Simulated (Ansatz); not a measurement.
## Mg2Ge2N: computed properties

All numbers below come from DFT PBE, scalar-relativistic, plane waves, PAW (Ansatz 0.2.0).

Settings: cutoff 420 eV, Γ-centred mesh 12×12×4 on the computed 5-atom cell, Gaussian smearing of 0.10 eV; no spin polarisation.

The structure is relaxed at this level of theory with its symmetry kept, and needn't be the ground state of this composition.

```
CELL_PARAMETERS angstrom
3.37969 0.00000 0.00000
-1.68985 2.92690 0.00000
0.00000 0.00000 9.93829
ATOMIC_POSITIONS crystal
Mg 0.33333 0.66667 0.00000
Mg 0.00000 0.00000 0.50000
Ge 0.00000 0.00000 0.21895
Ge 0.00000 0.00000 0.78105
N 0.33333 0.66667 0.50000
```

```json
{
  "Space group": "P-6m2 (No. 187)",
  "Volume per atom": "19.66 Å³",
  "Formation energy from the elements' standard states (uncorrected)": "+0.398 eV/atom",
  "Kohn–Sham band gap": "none (metal)",
  "Density of states at the Fermi level": "4.1 states/eV per cell",
  "Orbital (Löwdin) character within 0.5 eV of the Fermi level": "N 2p 56 %, Ge 4p 33 %, unprojected 5 %",
  "Bader charge by site (e)": "Mg (1 in the cell) 1.34, Mg (1 in the cell) 1.62, Ge (2 in the cell) -0.68, N (1 in the cell) -1.59"
}
```

Spin polarisation was left out, and a magnetic state may lie lower.

Another cell of Mg2Ge2N relaxed alike, in P-3m1, lies 0.68 eV/atom lower, so this cell isn't the stable form at this level.

The cell was found from a structure generator's guess, not taken from experiment. Löwdin shares on free-atom orbitals overweight diffuse shells.
